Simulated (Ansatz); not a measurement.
Data:

Starting cell, SiO2 (rutile):

```yaml
crystal:
  lattice:
    - [4.23588, 0.00000, 0.00000]
    - [0.00000, 4.23588, 0.00000]
    - [0.00000, 0.00000, 2.68991]
  atoms:
    - { symbol: Si, position: [0.50000, 0.50000, 0.50000] }
    - { symbol: Si, position: [0.00000, 0.00000, 0.00000] }
    - { symbol: O, position: [0.80699, 0.80699, 0.50000] }
    - { symbol: O, position: [0.30699, 0.69301, 0.00000] }
    - { symbol: O, position: [0.69301, 0.30699, 0.00000] }
    - { symbol: O, position: [0.19301, 0.19301, 0.50000] }
```

Scan: atom 5 (O, nearest neighbour Si at 1.774 Å; its periodic images, 2.7 Å or more away, move with it) is displaced along Cartesian [110], direction (0.707, 0.707, 0.000) in Cartesian axes, by s. The other atoms stay.

Level of theory: PBE (plane waves to 420 eV, PAW, scalar-relativistic; Ansatz, a first-principles code). k mesh 6×6×10 (Γ-centred), Fermi-Dirac smearing 0.05 eV. E stands for the smeared free energy. SiO2 was relaxed with its symmetry unable to fall. The PAW data are Ansatz's earlier set. The zero of ΔE is the undisplaced structure.

The scan covers s from -0.180 to 0.180 Å in 11 points.

Q: Is this a single well or a double well?

A: A single well with its minimum at or next to zero displacement.

Q: Is the energy the same for equal positive and negative displacements?

A: Even: the same for both signs. With its periodic images moving along, the atom's site symmetry in this cell is mm2.

Q: What is the force constant k = d²E/ds² of this move at s = 0?

A: 11.2 eV/Å².

(A displaced cell: forces are minus the slopes of the energy, force constants its curvatures, and phonons follow from these.)
